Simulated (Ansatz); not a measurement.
# Structure relaxation, Hf3N4

The start is a relaxed Hf3N4 cell shaken by Gaussian noise of σ = 0.08 Å a coordinate. The cell and all atomic positions are relaxed at zero pressure with PBEsol (plane waves to 420 eV, PAW, scalar-relativistic; Ansatz, a quantum-chemistry and plane-wave program). The first steps use a coarse 6×6×6 k-mesh.

Input geometry:
```yaml
crystal:
  lattice:
    - [-2.70750, 2.70750, 2.70750]
    - [2.70750, -2.70750, 2.70750]
    - [2.70750, 2.70750, -2.70750]
  atoms:
    - { symbol: N, position: [0.47629, 0.47468, 0.50100] }
    - { symbol: N, position: [0.49558, 0.00239, 0.99465] }
    - { symbol: N, position: [0.00381, 0.52385, 0.98350] }
    - { symbol: N, position: [0.96209, 0.01086, 0.51604] }
    - { symbol: Hf, position: [0.01048, 0.50333, 0.51307] }
    - { symbol: Hf, position: [0.54153, 0.52237, 0.02189] }
    - { symbol: Hf, position: [0.48804, 0.01262, 0.51121] }
```

- Initial pressure: +2.9 GPa (positive: the cell is compressed)
- Largest initial force: 2.13 eV/Å, on Hf6 (atoms numbered as listed)
- Energy released: 0.89 eV/atom
- Volume change: +23.8 %, from 11.34 to 14.04 Å³/atom
- Relative to the parent: It does not go back: it reaches Cm (No. 8), 0.86 eV/atom below the parent
- Optimiser moves: 28

Final values are on a 7×7×11 k-mesh of the relaxed cell. No spin polarisation in the result.

The relaxed structure here is a generated cell of Hf3N4: the first start was made by placing the elements on the sites of a structure type, and the end was not matched to a known phase here, so it may be hypothetical.
